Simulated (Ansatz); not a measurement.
A distorted cell of Si (diamond):

```
Si
1.0
    0.00000     2.71682     2.71682
    2.71682     0.00000     2.71682
    2.71682     2.71682     0.00000
Si
2
Direct
  0.14478   0.85522   0.92761
  0.25000   0.25000   0.25000
```

Computed with PBEsol (plane waves to 420 eV, PAW, scalar-relativistic; Ansatz, an electronic-structure program). k mesh 9×9×9 (Γ-centred), Fermi-Dirac smearing 0.05 eV. The energy includes the smearing's −TS. Compression counts positive. As the smearing reaches across the gap at some points, energies and forces of such displacements shift with the k mesh and the smearing. Si was relaxed with its symmetry unable to fall.

Problem. Predict the force on every atom, in eV/Å.

Solution. 
```csv
atom,Fx,Fy,Fz
Si1,5.520,-3.280,4.245
Si2,-5.520,3.280,-4.245
```

Problem. What is the stress tensor (GPa)?

Solution. 
```
   -1.1     -9.1     10.7
   -9.1     17.4    -29.4
   10.7    -29.4     22.5
```
The pressure, a third of the trace, is 13.0 GPa.

Problem. In it atom 1 sits (-0.590, 0.197, 0.000) Å away from its relaxed site. What is its energy relative to the relaxed cell?

Solution. 2197 meV/cell.

(A displaced cell: forces are minus the slopes of the energy, force constants its curvatures, and phonons follow from these.)
